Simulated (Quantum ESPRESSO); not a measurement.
**Kohn-Sham bands of GeSe2 (I-42d)**

```xyz
6
Lattice="5.9366 0.0000 0.0000 0.0000 5.9366 0.0000 -2.9683 -2.9683 4.7857" Properties=species:S:1:pos:R:3 pbc="T T T"
Ge     0.0000    -2.9683     2.3928
Ge     0.0000     0.0000     0.0000
Se    -1.4842    -1.4127    -1.1964
Se    -1.4127     1.4842     1.1964
Se     1.4842     1.4127    -1.1964
Se     1.4127    -1.4842     1.1964
```

Structure: Materials Project mp-10074, symmetrised, not relaxed again. Not found in the COD (Crystallography Open Database) copy used; not checked further. Level: PBEsol, no spin polarisation, no spin-orbit coupling; pw.x of Quantum ESPRESSO at 69 Ry with PseudoDojo potentials, 4×4×4 k-points, Wannier90. Density: 6×6×6 mesh, cold smearing 0.01 Ry. Spin-orbit coupling, left out, would split the p-like bands by a few tenths of an eV.

Problem. List the Kohn-Sham levels between −8 and 4.6 eV relative to the valence-band maximum at the high-symmetry points, as a band run of pw.x on that density gives them (levels within 2 meV counted together).

Solution. 
```tsv
point	k (reciprocal lattice)	levels (eV)
Γ	0.000 0.000 0.000	-5.89, -4.51 (×2), -3.68, -3.30, -1.83 (×2), -1.82, -0.37 (×2), 0.00, 1.71, 2.41, 2.55, 4.42 (×2)
X	0.500 -0.500 0.000	-7.64 (×2), -3.83 (×2), -3.17 (×2), -2.07 (×2), -0.90 (×2), -0.28 (×2), 1.89 (×2), 3.73 (×2), 4.43 (×2)
P	0.500 -0.500 0.250	-7.62 (×2), -4.12 (×2), -2.49 (×2), -2.45 (×2), -0.66 (×2), -0.64 (×2), 2.07 (×2), 3.61 (×2)
N	0.000 -0.500 0.500	-6.63, -4.47, -3.88, -2.95, -2.69, -2.57, -2.34, -1.13, -1.00, -0.61, -0.33, 2.23, 2.43, 3.80, 4.07
M	0.000 0.000 0.500	-7.52 (×2), -3.74 (×2), -2.28 (×2), -2.12 (×2), -1.95 (×2), -0.45 (×2), 1.59 (×2), 2.88 (×2), 4.56 (×2)
S	0.000 -0.308 0.654	-7.85, -7.11, -4.08, -3.74, -3.00, -2.79, -2.18, -2.12, -1.59, -0.89, -0.77, -0.15, 1.82, 2.11, 2.99, 3.87, 4.41
S_0	0.000 -0.692 0.346	-7.85, -7.11, -4.08, -3.74, -3.00, -2.79, -2.18, -2.12, -1.59, -0.89, -0.77, -0.15, 1.82, 2.11, 2.99, 3.87, 4.41
R	0.308 -0.692 0.192	-7.54 (×2), -3.92 (×2), -2.99 (×2), -2.14 (×2), -1.07 (×2), -0.38 (×2), 2.01 (×2), 3.81 (×2), 4.28 (×2)
G	0.308 -0.308 0.500	-7.54 (×2), -3.92 (×2), -2.99 (×2), -2.14 (×2), -1.07 (×2), -0.38 (×2), 2.01 (×2), 3.81 (×2), 4.28 (×2)
```
